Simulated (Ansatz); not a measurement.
## Property card for GeI2

GeI₂:
```
CELL_PARAMETERS angstrom
      4.14701     0.00000     0.00000
     -2.07351     3.59142     0.00000
      0.00000     0.00000     6.64495
ATOMIC_POSITIONS crystal
  Ge 0.00000 0.00000 0.00000
  I  0.33333 0.66667 0.25962
  I  0.66667 0.33333 0.74038
```

Space group P-3m1 (No. 164), CdI2 type; conventional cell a = b = 4.147 Å, c = 6.645 Å, α = β = 90.00°, γ = 120.00°.

Method: DFT-LDA in the program Ansatz with PAW potentials. The cell and atoms are relaxed at this level. Other levels are named where they apply.

**Cell and energy**

```yaml
volume_per_atom: 32.99 Å³
density: 5.48 g/cm³
Formation energy from the elements (no fitted shifts): -0.32 eV/atom
```

**Electronic structure**

```yaml
band_gap: 1.73 eV (smallest direct gap 1.73 eV)
valence_band_maximum: on the H–A line, 95 % of the way from H
conduction_band_minimum: at A
electron_effective_mass: 0.18, 0.18, 1.0 mₑ (principal values)
Electron effective mass with spin–orbit coupling: 0.17, 0.17, 1.1 mₑ (principal values)
Hole effective mass with spin–orbit coupling: 0.53, 1.2, 1.2 mₑ (principal values)
HSE06 gap on the LDA cell: 2.45 eV
Gap with spin–orbit coupling: 1.57 eV
```

**Mechanics**

```yaml
Bulk modulus (Birch–Murnaghan fit): 188 kbar
Pressure derivative B′: 10.0
Elastic constants (relaxed ions, GPa): C11 = 48.3, C12 = 12.9, C13 = 11.0, C14 = -3.9, C33 = 27.0, C44 = 8.6
mechanical_stability: stable (all eigenvalues of C positive)
hill_bulk_and_shear_moduli: 20.7 and 11.7 GPa
Young's modulus: 29.5 GPa
Poisson's ratio: 0.26
debye_temperature_from_the_elastic_constants: 151 K
```

**Dielectric response**

```yaml
Electronic dielectric constant ε∞ (DFPT): 9.87 (xx = yy), 6.73 (zz)
Born charges (a third of the trace): Ge +3.70, I -1.85 e
```

**Charges**

```yaml
bader_charges: Ge +0.66, I -0.33 e
```

The workflow started from an entry of the Crystallography Open Database (COD), which files this formula under 2 space groups. Whether it is the stable phase at ambient conditions was not checked. The LDA relaxation kept the symmetry of its start; its stability against distortions is not shown here. A crystal of weakly bound layers computed without a dispersion correction: the cell and the soft elastic constants depend strongly on that. The references are the lowest solids computed at this level, not always the standard phases. Spin–orbit coupling is left out wherever it is not named.

Potentials: the later of the program's two PAW sets.
